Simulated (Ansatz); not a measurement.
Input:

GaSb:
```
GaSb
1.0
   -1.60530     2.54701     2.84735
    1.60530    -2.54701     2.84735
    1.60530     2.54701    -2.84735
Ga Sb
1 1
Direct
  0.00000   0.00000   0.00000
  0.50000   0.50000   0.00000
```

This is the r²SCAN-relaxed structure.

Problem. All from DFT-r²SCAN in the program Ansatz with PAW potentials, unless another level is named. Give the bulk modulus (Birch–Murnaghan fit).

Solution. 59.2 GPa.

Problem. Give the highest zone-centre frequency.

Solution. 143 cm⁻¹.

Space group Immm. The first step of the workflow began from a Materials Project structure, measured or hypothetical; the Crystallography Open Database copy checked does not list it. It is not the phase usual at ambient conditions (space group No. 216). The cell was relaxed with r²SCAN under the symmetry of its start; phonons show weakly imaginary modes. As this level gives no gap, phonon frequencies hold no LO–TO term and depend on the k-mesh and smearing (Fermi–Dirac, 0.1 eV here). Spin–orbit coupling is left out wherever it is not named.

Potentials: the later of the program's two PAW sets.
